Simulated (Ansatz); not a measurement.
### Question
Name crystals whose computed values (the program Ansatz at the LDA level (PAW)) fall in these windows: gap (eV) 3.9 to 4.9; electron conductivity mass (mₑ) 0.26 to 0.37; G_Hill (GPa) 10 to 13.

### Answer


```tsv
crystal	gap (eV)	electron conductivity mass (mₑ)	G_Hill (GPa)
H4BrN, P4/nmm (H on 8i, Br on 2c, N on 2a)	4.43	0.32	11.6
```
Others may fit too.

Standing as an ambient phase not checked: H4BrN, P4/nmm (H on 8i, Br on 2c, N on 2a). Weakly bound layers, chains or molecules computed without a dispersion correction, so cells and soft constants are ill determined: H4BrN, P4/nmm (H on 8i, Br on 2c, N on 2a). The cell was relaxed under the symmetry of its start. Scalar-relativistic: spin–orbit coupling is off unless named, which matters more the heavier the elements.

Potentials: the later of the program's two PAW sets.
